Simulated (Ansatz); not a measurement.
Ti3Hg (A15 (Cr3Si type), space group No. 223) under volume change, the program Ansatz at the r²SCAN level (PAW), scaled uniformly.

```csv
V (Å³/atom),E − E(relaxed) (meV/atom),P (GPa)
15.704,___,___
16.221,27.7,9.06
16.739,6.6,4.17
17.257,0.0,0.00
17.774,5.9,-3.55
18.292,___,___
18.810,47.9,-9.15
```

Task: Complete the blanks.

Result: 
- 15.704, E − E(relaxed) (meV/atom): 66.0
- 15.704, P (GPa): 14.80
- 18.292, E − E(relaxed) (meV/atom): 22.4
- 18.292, P (GPa): -6.57

Task: What does a third-order Birch–Murnaghan fit give for V₀, B₀ and B′?

Result: V₀ = 17.26 Å³/atom, B₀ = 128 GPa, B′ = 4.3.

Space group Pm-3n (A15 (Cr3Si type)). The workflow started from an entry of the Crystallography Open Database (COD), which files this formula under 2 space groups. Whether it is the stable phase at ambient conditions was not checked. Symmetry was held in the r²SCAN relaxation; whether a distortion lowers the energy is not shown. The run is not spin-polarised. Spin–orbit coupling is left out wherever it is not named.

Potentials: the later of the program's two PAW sets.
